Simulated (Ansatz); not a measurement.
NaCl:
```cif
data_ClNa
_chemical_formula_sum 'Cl1 Na1'
_space_group_name_H-M_alt 'P 1'
_space_group_IT_number 1
_cell_length_a 3.96085
_cell_length_b 3.96085
_cell_length_c 3.96085
_cell_angle_alpha 60.000
_cell_angle_beta 60.000
_cell_angle_gamma 60.000
loop_
_space_group_symop_operation_xyz
  'x, y, z'
loop_
_atom_site_label
_atom_site_type_symbol
_atom_site_fract_x
_atom_site_fract_y
_atom_site_fract_z
_atom_site_occupancy
Cl1 Cl 0.00000 0.00000 0.00000 1
Na1 Na 0.50000 0.50000 0.50000 1
```

Relaxed with PBEsol.

Task: Give the optical modes at the zone centre with their infrared and Raman activity from DFPT, PBEsol in the plane-wave PAW code Ansatz.

Result: Transverse frequencies, without the LO–TO term; a row sums one degenerate level.

| ω (cm⁻¹) | degeneracy | IR ((D/Å)²/amu) | Raman (Å⁴/amu) | activity | symmetry |
|---|---|---|---|---|---|
| 166 | 3 | 5.92 | 0 | IR | T1u |

Task: How high does the top mode go among those that the LO–TO term moves?

Result: 255 cm⁻¹ for q along x.

Space group Fm-3m (rock salt). The cell was relaxed with PBEsol under the symmetry of its start; phonons on a q-mesh show no instability.

Potentials: the later of the program's two PAW sets.
